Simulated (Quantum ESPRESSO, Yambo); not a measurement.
**Quasiparticle gap of CsBr at -0.7 % isotropic strain**

```xyz
2
Lattice="4.2096 0.0000 0.0000 0.0000 4.2096 0.0000 0.0000 0.0000 4.2096" Properties=species:S:1:pos:R:3 pbc="T T T"
Br     2.1048     2.1048     2.1048
Cs     0.0000     0.0000     0.0000
```

The PBEsol cell relaxed from Materials Project entry mp-22906 was given an isotropic strain of -0.7 % on all lattice vectors, and the atoms were relaxed again.

Starting point: norm-conserving PBEsol (Quantum ESPRESSO, 50 Ry, without SOC). G0W0 in Yambo: 4×4×4 Γ-centred k mesh, 177 bands and a 10 Ry block in the screening, 177 bands in G with the Bruneval-Gonze terminator, plasmon pole fitted at 27.2 eV.

| Property | Result |
|---|---|
| PBEsol gap along the band path | 4.53 eV |
| PBEsol gap between the mesh's edge points (Γ → Γ) | 4.53 eV |
| G0W0 gap between the same points | 6.87 eV |

| k point | band | E PBEsol (eV) | E QP (eV) | shift (eV) | Z |
|---|---|---|---|---|---|
| Γ | VB | 0.00 | -1.70 | -1.70 | 0.82 |
| Γ | CB | 4.53 | 5.17 | 0.64 | 0.86 |
| M | VB | -0.03 | -1.72 | -1.69 | 0.82 |
| M | CB | 5.17 | 5.86 | 0.69 | 0.86 |
| R | VB | -1.36 | -3.16 | -1.80 | 0.81 |
| R | CB | 8.52 | 9.47 | 0.94 | 0.86 |

Energies count from the PBEsol valence-band maximum.

Convergence of the G0W0 settings was not tested.

Spin-orbit splittings are left out.
